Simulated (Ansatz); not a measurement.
Relaxed-ion elastic tensor of NaCl (rock salt, Fm-3m) in GPa (Voigt order), the program Ansatz at the PBEsol level (PAW); density 2.21 g/cm³, 21.97 Å³ per atom.

```
54.8  11.4  11.4   0.0   0.0   0.0
11.4  54.8  11.4   0.0   0.0   0.0
11.4  11.4  54.8   0.0   0.0   0.0
 0.0   0.0   0.0  12.1   0.0   0.0
 0.0   0.0   0.0   0.0  12.1   0.0
 0.0   0.0   0.0   0.0   0.0  12.1
```

Task: Is the crystal mechanically stable?

Result: Yes: the smallest eigenvalue of C is 12.1 GPa.

Task: Work out the Voigt, Reuss and Hill averages.

Result: K_V = 25.9, K_R = 25.9, K_H = 25.9; G_V = 15.9, G_R = 14.7, G_H = 15.3 GPa.

Task: Give Young's modulus, Poisson's ratio, Pugh's ratio and the universal anisotropy index.

Result: E = 9KG/(3K + G) = 38.3 GPa; ν = 0.25; K/G = 1.69 (near the Pugh limit of 1.75, no verdict); A_U = 5G_V/G_R + K_V/K_R − 6 = 0.42.

Task: Estimate the sound speeds and the Debye temperature.

Result: v_l = √((K + 4G/3)/ρ) = 4580 m/s, v_t = √(G/ρ) = 2630 m/s, mean 2920 m/s; Θ = (h/k)(3n/4πV)^(1/3) v_m = 311 K.

Task: Give the Zener ratio and Young's modulus along [100], [110] and [111].

Result: A = 2C44/(C11 − C12) = 0.56; 1/E = S11 − 2(S11 − S12 − S44/2)Γ with Γ = 0, 1/4, 1/3 gives 50.8, 34.6, 31.3 GPa.

Task: Solve the Christoffel equation for the three sound speeds along [100], [110], [111].

Result: Eigenvalues of C_ijkl n_j n_l equal ρv². In km/s, slowest first: [100] 2.34, 2.34, 4.98; [110] 2.34, 3.13, 4.52; [111] 2.89, 2.89, 4.36.

Symmetry was held in the PBEsol relaxation; phonons on a q-mesh show no instability.

Potentials: the earlier of the program's two PAW sets.
